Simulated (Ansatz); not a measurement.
Input:

GaBi:
```
CELL_PARAMETERS angstrom
      4.63195     0.00000     0.00000
     -2.31598     4.01139     0.00000
      0.00000     0.00000     5.96129
ATOMIC_POSITIONS crystal
  Ga 0.00000 0.00000 0.00000
  Ga 0.00000 0.00000 0.50000
  Bi 0.33333 0.66667 0.25000
  Bi 0.66667 0.33333 0.75000
```

This is the PBE-relaxed structure.

Question: All from plane-wave PAW PBE (Ansatz code), unless another level is named. Give the density of states at the Fermi level.

Answer: 0.51 states/eV per atom (mean over ±0.08 eV).

Question: What about the formation energy from the elements (no fitted shifts)?

Answer: 11 kJ/mol of atoms.

Space group P6_3/mmc (NiAs type). A made-up cell: these elements were put on the sites of a structure type; neither database checked (COD, Materials Project) lists it. Whether it is the stable phase at ambient conditions was not checked. The cell was relaxed with PBE under the symmetry of its start; its stability against distortions is not shown here. The references are the lowest solids computed at this level, not always the standard phases. Spin–orbit coupling is left out wherever it is not named.

Potentials: the later of the program's two PAW sets.
